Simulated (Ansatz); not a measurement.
**W$_{3}$O: rigid cleavage**

Method: DFT PBEsol, scalar-relativistic, plane waves, PAW (Ansatz). The runs took a 420 eV cutoff, a Γ-centred 8×8×4 mesh and Gaussian smearing (0.15 eV). Spin–orbit coupling is left out, which can shift energies with elements as heavy as these. No spin polarisation. Energies are free energies at this smearing, counted from the undisturbed cell; pressure is positive in compression.

The starting cell (relaxed at this level; it needn't be the usual structure):

```
W O
1.0
     0.00000   -4.83135    0.00000
     0.00000    0.00000   -4.83135
     9.66270    0.00000    0.00000
W O
12 4
Direct
  0.25000 0.00000 0.18750
  0.25000 0.00000 0.68750
  0.50000 0.25000 0.43750
  0.50000 0.25000 0.93750
  0.00000 0.50000 0.06250
  0.00000 0.50000 0.56250
  0.75000 0.00000 0.18750
  0.75000 0.00000 0.68750
  0.50000 0.75000 0.43750
  0.50000 0.75000 0.93750
  0.00000 0.50000 0.31250
  0.00000 0.50000 0.81250
  0.50000 0.50000 0.18750
  0.50000 0.50000 0.68750
  0.00000 0.00000 0.43750
  0.00000 0.00000 0.93750
```

The cut lies on the cell's a–b face, a (1 0 0) plane (indices in the standard cell, whose axes needn't be the Cartesian ones shown) of area 23.34 Å², between layers 1.21 Å apart. Vector c is lengthened by d along the normal with the atoms' Cartesian places fixed: one unrelaxed cut a cell. The cell is metallic on the mesh throughout.

```tsv
d (Å)	energy (J/m²)
-0.30	0.75
0.00	0.00
0.25	0.28
0.50	0.89
1.00	2.35
2.00	4.40
3.00	5.14
6.00	5.38
```

(1) Predict the traction dE/dd (GPa) at each point.

Answers

(1)
```csv
d (Å),traction dE/dd (GPa)
-0.30,-60.5
0.00,0.0
0.25,19.6
0.50,27.8
1.00,28.2
2.00,12.7
3.00,3.7
6.00,0.0
```

Cost: 8 runs of about 21 core-minutes in all, on AMD EPYC 7R43 (Zen 3) (shared hosts).